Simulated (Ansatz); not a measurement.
K₂Pt: computed property card

K2Pt (fluorite or antifluorite type, space group No. 225), a = b = c = 7.5477 Å, α = β = γ = 90.00°; the cell used has 3 atoms.

Space group Fm-3m (No. 225), fluorite or antifluorite type; conventional cell a = 7.548 Å, b = 7.548 Å, c = 7.548 Å, α = 90.00°, β = 90.00°, γ = 90.00°.

Method: plane-wave PAW r²SCAN (Ansatz code). Structure relaxed to zero pressure with the same functional. Other levels are named where they apply.

**Cell and energy**

```
Property                                                       Result
-----------------------------------------------------  --------------
Volume per atom                                              35.83 Å³
Density                                                    4.22 g/cm³
Formation energy from the elements (no fitted shifts)  -0.031 eV/atom
```

**Electronic structure**

```
Quantity                                                                                        Result
--------------------------------------------------------------  --------------------------------------
Band gap                                                                            1.57 eV (indirect)
Valence-band maximum                                                                              at X
Conduction-band minimum                                                    at L (4 equivalent valleys)
Smallest direct gap on the standard path                                                       1.63 eV
Electron effective mass                                         0.37, 0.59, 0.59 mₑ (principal values)
Electron effective mass with spin–orbit coupling                0.38, 0.58, 0.58 mₑ (principal values)
Weight of the conduction-edge state by species (Voronoi cells)                         K 73 %, Pt 27 %
Hole effective mass                                                                 5.4 mₑ (isotropic)
Hole effective mass with spin–orbit coupling                      4.0, 4.0, 10.0 mₑ (principal values)
Weight of the valence-edge state by species (Voronoi cells)                             Pt 97 %, K 3 %
HSE06 gap on the r²SCAN cell                                                                   2.24 eV
Gap with spin–orbit coupling                                                                   1.13 eV
```

**Mechanics**

```
Property                               Value
----------------------------------  --------
Bulk modulus (Birch–Murnaghan fit)  17.0 GPa
Pressure derivative B′                   4.4
```

**Charges**

```
Item                         Value
-------------  -------------------
Bader charges  K +0.73, Pt -1.47 e
```

The workflow started from a Materials Project entry (that database holds measured and hypothetical structures alike); the Crystallography Open Database copy checked does not list it. Whether it is the stable phase at ambient conditions was not checked. Symmetry was held in the r²SCAN relaxation; its stability against distortions is not shown here. No spin polarisation was allowed. The references are the lowest solids computed at this level, not always the standard phases. Spin–orbit coupling is left out wherever it is not named.

Potentials: the later of the program's two PAW sets.
